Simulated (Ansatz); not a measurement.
PbS:
```
PbS
1.0
    2.07062    -5.91223     0.00000
    2.07062     5.91223     0.00000
    0.00000     0.00000     4.26098
Pb S
2 2
Direct
  0.87138   0.12862   0.75000
  0.12862   0.87138   0.25000
  0.64474   0.35526   0.75000
  0.35526   0.64474   0.25000
```

Relaxed with r²SCAN+D4. Special points in fractions of this cell's reciprocal vectors: Γ (0.000, 0.000, 0.000); Y (-0.500, 0.500, 0.000); C0 (-0.281, 0.719, 0.000); Σ0 (0.281, 0.281, 0.000); Z (0.000, 0.000, 0.500); A0 (0.281, 0.281, 0.500); E0 (-0.281, 0.719, 0.500); T (-0.500, 0.500, 0.500); S (0.000, 0.500, 0.000); R (0.000, 0.500, 0.500).

Task: List the band energies nearest the valence-band maximum at these points for r²SCAN+D4 with spin–orbit coupling (plane waves, PAW; program Ansatz).

Result: In eV from the valence-band maximum; about four levels below and three above (degenerate sets whole), none deeper than 8.9 eV; points with the same levels are listed once.

| k | below | above |
|---|---|---|
| Γ | -1.64 -1.64 -0.64 -0.64 | 4.14 4.14 4.55 4.55 |
| Y | -1.51 -1.51 -0.57 -0.57 | 1.14 1.14 4.47 4.47 |
| C0 | -0.77 -0.77 -0.29 -0.29 | 1.16 1.16 2.19 2.19 |
| Z | -0.17 -0.17 -0.17 -0.17 | 1.68 1.68 1.68 1.68 |
| A0 | -1.64 -1.64 -1.63 -1.63 | 3.11 3.11 3.50 3.50 |
| T | -0.56 -0.56 -0.56 -0.56 | 1.73 1.73 1.73 1.73 |
| S | -0.44 -0.44 -0.42 -0.42 | 1.51 1.51 1.73 1.73 |
| R | -1.61 -1.61 -1.61 -1.61 | 3.49 3.49 3.49 3.49 |

Space group Cmcm. The workflow started from a Materials Project entry (that database holds measured and hypothetical structures alike); the Crystallography Open Database copy checked does not list it. It is not the phase usual at ambient conditions (space group No. 225). Symmetry was held in the r²SCAN+D4 relaxation; its stability against distortions is not shown here.

Potentials: the later of the program's two PAW sets.
